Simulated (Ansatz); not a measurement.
Total density of states per atom from plane-wave PAW r²SCAN (Ansatz code), in 0.25 eV bins, energy from the Fermi level:

(E (eV), states/eV/atom): (-7.85, 0.00); (-7.60, 0.00); (-7.35, 0.04); (-7.10, 0.07); (-6.85, 0.14); (-6.60, 0.17); (-6.35, 0.22); (-6.10, 0.28); (-5.85, 0.34); (-5.60, 0.22); (-5.35, 0.26); (-5.10, 0.37); (-4.85, 0.47); (-4.60, 0.43); (-4.35, 0.41); (-4.10, 0.56); (-3.85, 1.03); (-3.60, 1.03); (-3.35, 1.45); (-3.10, 1.57); (-2.85, 2.18); (-2.60, 1.90); (-2.35, 2.12); (-2.10, 2.32); (-1.85, 1.42); (-1.60, 1.45); (-1.35, 1.96); (-1.10, 2.85); (-0.85, 2.46); (-0.60, 1.17); (-0.35, 0.52); (-0.10, 0.63); (0.15, 0.53); (0.40, 0.63); (0.65, 0.60); (0.90, 0.56); (1.15, 0.51); (1.40, 0.39); (1.65, 0.35); (1.90, 0.34); (2.15, 0.32); (2.40, 0.23); (2.65, 0.18); (2.90, 0.24); (3.15, 0.38); (3.40, 0.36); (3.65, 0.47); (3.90, 0.49); (4.15, 0.46); (4.40, 0.48); (4.65, 0.45)

Q: Which compound is it?
(A) LaSi2Pt, Cmcm (La on 4c, Si on 4c, Si on 4c, Pt on 4c)
(B) SiO2, P3_121 (Si on 3a, O on 6c)
(C) YSiNi4, Cmmm (Y on 2a, Si on 2c, Ni on 4i, Ni on 4f)
(D) Hf3Cu4Si2, P-62m (Hf on 3g, Si on 2c, Cu on 3f, Cu on 1b)

A: C, YSiNi4, Cmmm (Y on 2a, Si on 2c, Ni on 4i, Ni on 4f). Within 0.5 eV of the Fermi level: Ni 3d 62 %, Y 4d 13 %, Si 3p 10 %, Ni 4s 6 %, outside the projected shells 6 %. Projections are on Löwdin-orthogonalised atomic valence shells; empty p or d shells of many metals are not among them.

The first step of the workflow began from a Materials Project structure, measured or hypothetical; the Crystallography Open Database copy checked does not list it. Its standing as an ambient phase is unchecked. The cell was relaxed with r²SCAN under the symmetry of its start; its stability against distortions is not shown here. The run is not spin-polarised. Spin–orbit coupling is left out wherever it is not named.

Potentials: the earlier of the program's two PAW sets.
